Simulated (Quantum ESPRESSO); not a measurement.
Mo5InAgAl, different elements on one site, starting from this cell

A calculation, not a measurement. The program is pw.x of Quantum ESPRESSO 7.5 (plane-wave density functional theory). The cell is made up: eight metal atoms on a hexagonal close-packed lattice, with elements, volume, strain and displacements drawn at random and not relaxed, so it may be unstable or far from any real phase. PseudoDojo standard norm-conserving files set the functional (PBE unless stated); there is no spin polarisation or spin-orbit coupling, the Fermi-Dirac width of 0.25 eV means electrons at about 2900 K, and the masses in the input are unused placeholders. Heavy elements are run without spin-orbit coupling, which real alloys of them have. A spin test at this wide smearing found no moment, but such smearing suppresses magnetism that the real alloy may have.

The runs put different elements on site 7. Cell, positions, cutoff, mesh and smearing stay as in the input of run 1; sites are counted in its order. Stress in the tables is positive in tension.

Input of run 1:

```
&control calculation='scf', pseudo_dir='./dojo.nc.sr.pbe.v0_5.standard.upf', outdir='./o', disk_io='minimal', tprnfor=.true., tstress=.true. /
&system ibrav=0, nat=8, ntyp=4, nbnd=69, ecutwfc=84.00895049, nosym=.true., tot_charge=0,
 occupations='smearing', smearing='fd', degauss=0.0183746611
/
&electrons conv_thr=1.470e-08, electron_maxstep=70, mixing_beta=0.5 /
ATOMIC_SPECIES
Ag 1.0 Ag.upf
Al 1.0 Al.upf
In 1.0 In.upf
Mo 1.0 Mo.upf
CELL_PARAMETERS angstrom
2.8342 -0.0128 -0.0021
-0.0222 5.0123 -0.0113
-0.0066 -0.0211 9.4764
ATOMIC_POSITIONS angstrom
Mo 0.0093 -0.036 0.0748
In -0.0331 0.0107 4.6526
Mo -0.0215 1.6937 2.3803
Mo -0.0862 1.6555 7.1111
Ag 1.4832 2.4706 0.0173
Mo 1.3481 2.4914 4.7353
Al 1.4285 4.1838 2.4272
Mo 1.3678 4.186 7.0526
K_POINTS automatic
8 5 3 1 1 1
```

| run | elements on sites 1 to 8 | -TS (eV) | pressure (GPa) | stress xx (GPa) | stress yy (GPa) | stress zz (GPa) | stress yz (GPa) | stress xz (GPa) | stress xy (GPa) | iterations |
| --- | --- | --- | --- | --- | --- | --- | --- | --- | --- | --- |
| 1 | Mo In Mo Mo Ag Mo Al Mo | -1.639 | -1.70 | 2.00 | 2.25 | 0.84 | -0.58 | 0.34 | -0.03 | 19 |
| 2 | Mo In Mo Mo Ag Mo Mg Mo | -1.649 | 1.37 | 0.48 | -3.06 | -1.51 | 1.57 | 0.35 | -0.24 | 20 |
| 3 | Mo In Mo Mo Ag Mo W Mo | -1.690 | -0.75 | 1.12 | 1.74 | -0.61 | -1.19 | -0.27 | -0.31 | 19 |
| 4 | Mo In Mo Mo Ag Mo Au Mo | -1.650 | 0.89 | 0.43 | -2.21 | -0.90 | 1.69 | 0.28 | -0.30 | 19 |
| 5 | Mo In Mo Mo Ag Mo Ti Mo | -1.801 | -0.19 | 0.99 | 0.33 | -0.75 | -0.39 | 0.02 | -0.26 | 23 |

Forces Fx Fy Fz (eV/Å):

| site | run 1 | run 2 | run 3 | run 4 | run 5 |
| --- | --- | --- | --- | --- | --- |
| 1 | 0.21 0.35 -0.53 | 0.21 0.67 -1.13 | 0.13 0.25 -0.26 | 0.21 0.53 -0.85 | 0.17 0.48 -0.54 |
| 2 | -0.01 -0.07 0.97 | 0.01 -0.04 1.00 | 0.10 0.09 1.55 | 0.04 0.03 1.03 | 0.06 -0.05 1.25 |
| 3 | 0.18 -0.40 -0.53 | 0.22 -0.36 -0.60 | 0.15 -0.03 -0.35 | 0.22 0.14 -0.47 | 0.16 -0.39 -0.52 |
| 4 | 0.11 -0.05 0.13 | 0.12 -0.05 0.15 | 0.13 -0.04 0.03 | 0.10 0.07 0.16 | 0.14 -0.06 0.02 |
| 5 | -0.38 0.19 -0.19 | -0.37 0.25 -0.15 | -0.38 0.15 -0.17 | -0.37 0.12 -0.27 | -0.37 0.17 -0.15 |
| 6 | 0.06 0.69 0.50 | 0.03 0.23 0.69 | 0.10 0.67 0.33 | 0.05 -0.04 0.77 | 0.04 0.59 0.41 |
| 7 | -0.15 -0.34 -1.45 | -0.19 -0.27 -1.03 | -0.19 -0.73 -2.09 | -0.22 -0.43 -1.38 | -0.17 -0.32 -1.47 |
| 8 | -0.03 -0.37 1.10 | -0.03 -0.42 1.07 | -0.03 -0.37 0.97 | -0.03 -0.42 1.01 | -0.03 -0.40 0.99 |

Energies are left out, as each element's file has its own zero. A rerun of one cell of this series at a higher cutoff and on a denser mesh moved values by no more than 0.014 eV in energy, 0.11 GPa in stress and 0.013 eV/Å in force, and a second program with other atomic files agreed on that cell to 2 % rms in force and 0.5 GPa in pressure.